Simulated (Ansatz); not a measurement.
Here is the system:

LaN:
```
CELL_PARAMETERS angstrom
      4.15665     0.00000     0.00000
     -2.07832     3.59976     0.00000
      0.00000     0.00000     5.85871
ATOMIC_POSITIONS crystal
  La 0.33333 0.66667 0.99471
  La 0.66667 0.33333 0.49471
  N  0.33333 0.66667 0.41529
  N  0.66667 0.33333 0.91529
```

This is the r²SCAN-relaxed structure. x, y and z are the axes in which the lattice vectors are written.

Question: All from r²SCAN in the plane-wave PAW code Ansatz, unless another level is named. Predict the vibrational entropy at 300 K.

Answer: 28.4 J/(K·mol of atoms).

Question: Predict the highest zone-centre frequency (without LO–TO term).

Answer: 388 cm^-1.

Question: What about the Debye temperature from the elastic constants?

Answer: 228 K.

Question: Next, the zero-point energy?

Answer: 44.6 meV/atom.

Question: Predict the piezoelectric stress constants (proper, relaxed ions, C/m²).

Answer: e15 = e24 = -0.12, e31 = e32 = -0.14, e33 = 1.98.

Space group P6_3mc. The first step of the workflow began from a Materials Project structure, measured or hypothetical; the Crystallography Open Database copy checked does not list it. COD files the formula under space group No. 225. Its standing as an ambient phase is unchecked. The r²SCAN relaxation kept the symmetry of its start; its stability against distortions is not shown here. Signs of piezoelectric constants follow the polarity of the cell as given. Spin–orbit coupling is left out wherever it is not named.

Potentials: the later of the program's two PAW sets.
